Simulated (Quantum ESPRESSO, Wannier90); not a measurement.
## Tight-binding from DFT: SrClF (P4/nmm)

```xyz
6
Lattice="4.1296 0.0000 0.0000 0.0000 4.1296 0.0000 0.0000 0.0000 6.9766" Properties=species:S:1:pos:R:3 pbc="T T T"
Sr     0.0000     2.0648    -1.3988
Sr     2.0648     0.0000     1.3988
Cl     2.0648     0.0000    -2.4774
Cl     0.0000     2.0648     2.4774
F      2.0648     2.0648     0.0000
F      0.0000     0.0000     0.0000
```

Cell from Materials Project (mp-22957), symmetrised, no further relaxation. COD (Crystallography Open Database) has an entry of this formula and space group (matched by these alone). Method: PBEsol plane waves in Quantum ESPRESSO 7.5 (PseudoDojo norm-conserving files, 68 Ry, no spin polarisation, no spin-orbit coupling), Bloch states on a 4×4×4 mesh through Γ, Wannier90 4.0.1. Density: 8×8×6 mesh, cold smearing 0.01 Ry.

Bands 3-4,11-24 form an isolated set from -20.78 to 0.00 eV relative to the valence-band maximum (on the path) and are turned into 16 Wannier functions by minimising the spread from the start: SCDM (isolated). Bands 5–10 (Sr 4p 94 %) lie between the kept ones and are excluded.

Centres (Cartesian, Å; one of the equivalent choices) and spreads:

```json
[
 {"n": "1", "x": "-0.005", "y": "-0.248", "z": "-0.167", "spread (Å²)": "0.626", "nearest atom": "F6"},
 {"n": "2", "x": "-2.064", "y": "1.821", "z": "0.173", "spread (Å²)": "0.626", "nearest atom": "F5"},
 {"n": "3", "x": "1.819", "y": "-2.064", "z": "-0.170", "spread (Å²)": "0.626", "nearest atom": "F5"},
 {"n": "4", "x": "0.003", "y": "0.240", "z": "-0.178", "spread (Å²)": "0.626", "nearest atom": "F6"},
 {"n": "5", "x": "0.244", "y": "0.000", "z": "0.172", "spread (Å²)": "0.626", "nearest atom": "F6"},
 {"n": "6", "x": "-2.062", "y": "-1.821", "z": "0.173", "spread (Å²)": "0.626", "nearest atom": "F5"},
 {"n": "7", "x": "-1.823", "y": "2.064", "z": "-0.176", "spread (Å²)": "0.626", "nearest atom": "F5"},
 {"n": "8", "x": "-0.243", "y": "0.008", "z": "0.173", "spread (Å²)": "0.626", "nearest atom": "F6"},
 {"n": "9", "x": "-0.400", "y": "1.866", "z": "2.299", "spread (Å²)": "1.375", "nearest atom": "Cl4"},
 {"n": "10", "x": "1.845", "y": "-0.389", "z": "-2.298", "spread (Å²)": "1.375", "nearest atom": "Cl3"},
 {"n": "11", "x": "0.376", "y": "1.825", "z": "2.297", "spread (Å²)": "1.375", "nearest atom": "Cl4"},
 {"n": "12", "x": "-1.616", "y": "0.000", "z": "-2.307", "spread (Å²)": "1.374", "nearest atom": "Cl3"},
 {"n": "13", "x": "0.022", "y": "-1.617", "z": "2.307", "spread (Å²)": "1.374", "nearest atom": "Cl4"},
 {"n": "14", "x": "1.845", "y": "0.389", "z": "-2.298", "spread (Å²)": "1.375", "nearest atom": "Cl3"},
 {"n": "15", "x": "0.001", "y": "-2.069", "z": "2.956", "spread (Å²)": "1.327", "nearest atom": "Cl4"},
 {"n": "16", "x": "-2.069", "y": "0.000", "z": "-2.956", "spread (Å²)": "1.327", "nearest atom": "Cl3"}
]
```

Ω_I = 13.90 Å², Ω_total = 15.91 Å²; the interpolated bands follow pw.x to 1.4 meV rms on the path. It is the lowest total spread that any start reached here.
